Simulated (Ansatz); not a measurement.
ZnInGaO4 in space group R3m (No. 160; Pearson symbol hR7), plane-wave PAW LDA (Ansatz code), all energies at zero smearing, with the estimated change up to a 700 eV cutoff added, with one set of potentials and settings (totals compare only within such a set). Cell of 7 atoms (1 Zn, 1 In, 1 Ga, 4 O): -14633.431 eV.

```json
[
 {"element": "Zn", "reference phase": "P6_3/mmc, 2 atoms in the cell", "E (eV/atom)": "-3246.2618"},
 {"element": "In", "reference phase": "I4/mmm, 1 atoms in the cell", "E (eV/atom)": "-5457.1653"},
 {"element": "Ga", "reference phase": "Cmce, 4 atoms in the cell", "E (eV/atom)": "-3706.9815"},
 {"element": "O", "reference phase": "C2/m, 4 atoms in the cell, spin-polarised", "E (eV/atom)": "-552.6518"}
]
```

Formation energy per atom, worked out: (-14633.431 − 1×(-3246.2618) − 1×(-5457.1653) − 1×(-3706.9815) − 4×(-552.6518))/7 = -1.774 eV/atom (-171 kJ per mol of atoms), at 0 K, without zero-point energy or fitted corrections.

Symmetry was held in the LDA relaxation. The references are the lowest solids computed at this level, not always the standard phases (solids in place of the gases).

Potentials: the later of the program's two PAW sets.
